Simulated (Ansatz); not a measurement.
Relaxed-ion elastic tensor of Si in space group I4_132 (No. 214; Si on 8a) in GPa (Voigt order), r²SCAN (plane waves, PAW; program Ansatz); density 1.43 g/cm³, 32.57 Å³ per atom.

```
 44.9   52.3   52.3    0.0    0.0    0.0
 52.3   44.9   52.3    0.0    0.0    0.0
 52.3   52.3   44.9    0.0    0.0    0.0
  0.0    0.0    0.0  -15.3    0.0    0.0
  0.0    0.0    0.0    0.0  -15.3    0.0
  0.0    0.0    0.0    0.0    0.0  -15.3
```

Task: Is the crystal mechanically stable?

Result: No: the smallest eigenvalue of C is -15.3 GPa.

The start of the workflow was typed in or built on a structure type; neither database checked (COD, Materials Project) lists it. It is not the phase usual at ambient conditions (space group No. 227). Symmetry was held in the r²SCAN relaxation. At this level the phase is mechanically unstable. As this level gives no gap, shear constants depend on the k-mesh and smearing (Fermi–Dirac, 0.1 eV here).

Potentials: the later of the program's two PAW sets.
